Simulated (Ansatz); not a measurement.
The relaxed structure here is a generated cell of Al: the first start was made by placing the elements on the sites of a structure type, and the end was not matched to a known phase here, so it may be hypothetical. Known forms of Al include space group No. 225.

A relaxed structure of Al. Space group Im-3m (No. 229), bcc (W type). These are r2SCAN (plane waves to 500 eV, PAW, scalar-relativistic; Ansatz, an electronic-structure program) values and carry that method's errors.

```xyz
1
Lattice="-1.5936 1.5936 1.5936 1.5936 -1.5936 1.5936 1.5936 1.5936 -1.5936" Properties=species:S:1:pos:R:3 pbc="T T T"
Al     0.0000     0.0000     0.0000
```

For Al, the volume per atom is 16.19 Å³, the density is 2.77 g/cm³ and the band gap is zero (metallic). The shortest distances is Al–Al 2.76 Å and the k-mesh is 20×20×20.

No spin polarisation in the result.

The run could not lose the symmetry of its start: the end is stationary, and may be a saddle point rather than a minimum.
